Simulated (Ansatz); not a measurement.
# TiAl: from a starting cell to a relaxed one

The start is a randomly generated symmetric cell of TiAl (space group No. 141). The cell and all atomic positions are relaxed at zero pressure with PBE (plane waves to 420 eV, PAW, scalar-relativistic; Ansatz, a quantum-chemistry and plane-wave program). The first steps use a coarse 10×10×10 k-mesh.

The start:
```
TiAl
1.0
   -2.21244     2.21244     6.95233
    2.21244    -2.21244     6.95233
    2.21244     2.21244    -6.95233
Al Ti
4 4
Cartesian
  0.00000   0.00000   3.16832
  0.00000   2.21244   6.64449
  0.00000   2.21244   0.30784
  0.00000   0.00000  10.73633
  0.00000   0.00000   6.95233
  2.21244   0.00000   3.47616
  0.00000   2.21244   3.47616
  0.00000   0.00000   0.00000
```

- Largest initial force = 1.73 eV/Å, on Al1, Al2, Al3, Al4 (atoms numbered as listed)
- Outcome = The space group goes from I4₁/amd (No. 141) to Fm-3m (No. 225); the end is rock salt type, with 2 atoms in the primitive cell
- Energy released = 1.52 eV/atom
- Volume change = +8.8 %, from 17.02 to 18.51 Å³/atom
- Shortest distances (start → end) = The closest pairs of elements (up to four, under 3.6 Å), start → end: Al–Ti 2.23 → 2.65 Å; Ti–Ti 3.13 → 3.74 Å; Al–Al 3.19 → 3.74 Å
- Band gap at the end = zero (metallic)
- Optimiser moves = 11

Final values are on a 15×15×15 k-mesh of the relaxed cell. No spin polarisation in the result.

The run could not lose the symmetry of its start: the end is stationary, and may be a saddle point rather than a minimum.

The relaxed structure here is a generated cell of TiAl: the first start was made by a random draw of sites in a space group, and the end was not matched to a known phase here, so it may be hypothetical. Known forms of TiAl include space group No. 123.
